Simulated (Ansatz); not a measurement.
Relaxed PtSe$_{2}$ (CdI2 type):

```
CELL_PARAMETERS angstrom
      7.54477     0.00000     0.00000
     -1.88619     3.26698     0.00000
      0.00000     0.00000     4.81834
ATOMIC_POSITIONS crystal
  Pt 0.00000 0.00000 0.00000
  Pt 0.50000 0.00000 0.00000
  Se 0.33333 0.33333 0.26556
  Se 0.83333 0.33333 0.26556
  Se 0.16667 0.66667 0.73444
  Se 0.66667 0.66667 0.73444
```

In this cell atom 3 (Se, nearest neighbour Pt at 2.526 Å; its periodic images, 3.8 Å or more away, move with it) is moved by s towards the nearest neighbour, unit vector (-0.747, -0.431, -0.507); all other atoms and the cell stay fixed.

Calculation: PBE-D3(BJ) (plane waves to 420 eV, PAW, scalar-relativistic; Ansatz, a quantum-chemistry and plane-wave program). k mesh 11×11×8 (Γ-centred), Fermi-Dirac smearing 0.05 eV. E stands for the smeared free energy. Left out: 2 of 11 points, with atoms too close for the PAW data. With partly filled bands, energies and forces of such displacements shift with the k mesh and the smearing. PtSe2 is run without spin polarisation. PtSe2 was relaxed with its symmetry unable to fall. Spin-orbit coupling is left out, though Pt is heavy. ΔE is measured from the undisplaced structure.

The scan covers s from -0.760 to 0.456 Å in 9 points.

### Question
Is the energy the same for displacements of ±0.456 Å, and if not, which side lies higher?

### Answer
Not even: the positive side lies higher at ±0.456 Å. With its periodic images moving along, the atom's site symmetry in this cell is m.

### Question
What is the energy change at s = 0.456 Å?

### Answer
1740 meV/cell.

### Question
What force acts on the atom along the line at s = -0.760 Å?

### Answer
3.09 eV/Å.

### Question
What is the force constant k = d²E/ds² of this move at s = 0?

### Answer
8.65 eV/Å².

(For displaced atoms, the force is minus the slope of the energy, and its curvature is a force constant, which sets phonon frequencies.)
